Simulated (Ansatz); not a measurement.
This run works on a generated trial structure, not on a known crystal.

Input and command of a plane-wave DFT calculation in Ansatz:

```yaml
crystal:
  lattice:
    - [4.49600335, 0.0, 0.0]
    - [0.0, 4.49600335, 0.0]
    - [0.0, 0.0, 7.37825023]
  atoms:
    - { symbol: Al, position: [0.0, 0.5, 0.0] }
    - { symbol: Al, position: [0.5, 0.0, 0.0] }
    - { symbol: As, position: [0.0, 0.0, 0.67829642] }
    - { symbol: As, position: [0.0, 0.0, 0.32170358] }
    - { symbol: As, position: [0.5, 0.5, 0.18153723] }
    - { symbol: As, position: [0.5, 0.5, 0.81846277] }
    - { symbol: As, position: [0.5, 0.5, 0.5] }
basis:
  ecutwfc: 420
kpoints:
  mp_grid: { grid: [4, 4, 2] }
hamiltonian:
  xc: pbe
scf:
  occupations: { method: gaussian, width: 0.2 }
  lower_state_search: "off"
output:
  forces: true
  stress: true
  eigenvalues: true
relax:
  adjacent_minimum: "off"
  f_tol: 0.08
  max_steps: 16
  cell: { stress_tol: 0.8 }
```

```bash
ansatz run input.yaml --threads 1 --pin off --max-ram 2560MiB --backend cpu --events-out ev --progress --plain --runs-dir out
```

Processor: Intel(R) Xeon(R) Processor @ 2.70GHz, 1 thread, on a host shared with other jobs.

Estimate time, memory and problem size.

About 95 s, peak memory 0.44 GiB. It solves 49 bands at 12 k points (after reduction by symmetry) with about 2815 plane waves (on the last cell), in 113 SCF iterations over 15 ionic steps.
